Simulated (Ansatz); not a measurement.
**LiBi: reading a single point**

```
CELL_PARAMETERS angstrom
5.44812 0.00000 0.00000
0.00000 3.35107 0.00000
-2.04219 0.00000 7.89656
ATOMIC_POSITIONS crystal
Li 0.26300 0.50000 0.33600
Li 0.73700 0.50000 0.66400
Bi 0.23400 0.00000 0.66000
Bi 0.76600 0.00000 0.34000
Li 0.50000 0.50000 0.00000
Bi 0.00000 0.00000 0.00000
```

Method: m-r2SCAN, no spin polarisation; PAW, plane waves to 500 eV, 6×10×4 Γ-centred mesh, fermi-dirac occupations (width 0.1 eV) (Ansatz 0.2.0), atoms fixed.

(1) What is the formation energy?

(2) Describe some of the short contacts.

(3) Is the cell too large or too small?

(4) Where is the largest force?

(5) Give the Bader charges.

(6) What happens at the Fermi level?

Origin: a known structure type with other elements, at an estimated volume, so it need not be a known compound. Caveats: m-r2SCAN is r2SCAN with a changed spin dependence that lowers moments.

Answers

(1) -0.36 eV an atom against the elements' usual phases (free molecules for gases, crystals otherwise, with no correction for O₂ or N₂), so it is bound against them; other compounds may still compete. Relaxing would lower it.

(2) Bi–Bi at 3.16 Å: least valence density 0.24 e/Å³ and ELF 0.39 there. Li–Bi at 3.17 Å: least valence density 0.05 e/Å³ and ELF 0.03 there. Li–Li at 3.22 Å: least valence density 0.04 e/Å³ and ELF 0.08 there, so no covalent bond. Both are smooth PAW fields, read partly inside the augmentation spheres.

(3) The pressure is 0.8 GPa (compression positive), so with the atoms held at these fractions the cell would first expand. The principal stresses -1.2, 1.5, 2.0 GPa differ, so its shape would change too.

(4) The largest is on Bi3 (and as large on other atoms): 0.41 eV/Å, components (0.29, 0.00, 0.29). It makes 172° with the line to a nearest neighbour, Bi4 at 3.16 Å, pointing away from it.

(5) Bader charges in e: Li +0.88, Bi -0.88. In the mean Li gives up most and Bi takes most.

(6) It is a metal, with about 1.7 states/eV a cell as the mean within 0.25 eV of the Fermi level, mostly Bi p (84 %).
